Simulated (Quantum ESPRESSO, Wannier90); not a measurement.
**Wannierisation of Cd$_{2}$Hg (I4/mmm)**

```xyz
3
Lattice="4.0180 0.0000 0.0000 0.0000 4.0180 0.0000 -2.0090 -2.0090 4.2909" Properties=species:S:1:pos:R:3 pbc="T T T"
Cd     2.0090     2.0090    -1.4228
Cd    -2.0090    -2.0090     1.4228
Hg     0.0000     0.0000     0.0000
```

Materials Project entry mp-11299; symmetrised, unrelaxed at this level. Not found in the COD (Crystallography Open Database) copy used; not checked further. Method: PBEsol plane waves in Quantum ESPRESSO 7.5 (PseudoDojo norm-conserving files, 82 Ry, no spin polarisation, no spin-orbit coupling), Bloch states on a 4×4×4 mesh through Γ, Wannier90 4.0.1. Density: 12×12×12 mesh, cold smearing 0.01 Ry. Spin-orbit coupling is left out although heavy elements are present.

A tight-binding model is made by disentanglement and projection with no localisation steps (num_iter = 0), so the 27 orbitals stay atom-like: hydrogen-like Cd: s;p;d; Hg: s;p;d, axes along x, y, z; frozen window up to 1.50 eV relative to the Fermi level. It follows pw.x to 18 meV rms for states up to 1.0 eV relative to the Fermi level. Matrix elements depend on this choice of orbitals and windows.

Problem. What are the on-site energies relative to the Fermi level, and how fast do the hoppings decay?

Solution. 
```csv
atom,orbitals,energy (eV)
Cd1,s,0.17
Cd1,pz,7.58
Cd1,px py,6.16
Cd1,dz2,-8.73
Cd1,dxz dyz,-8.66
Cd1,dx2-y2,-8.60
Cd1,dxy,-8.68
Cd2,s,0.17
Cd2,pz,7.58
Cd2,px py,6.16
Cd2,dz2,-8.73
Cd2,dxz dyz,-8.66
Cd2,dx2-y2,-8.60
Cd2,dxy,-8.68
Hg3,s,-1.67
Hg3,pz,7.48
Hg3,px py,6.17
Hg3,dz2,-7.10
Hg3,dxz dyz,-7.04
Hg3,dx2-y2,-6.93
Hg3,dxy,-7.01
```

| distance of the centres (Å) | largest modulus (eV) |
|---|---|
| 2–3 | 3.0 |
| 3–4 | 1.2 |
| 4–5 | 0.57 |
| 5–6 | 0.46 |
| 6–7 | 0.093 |
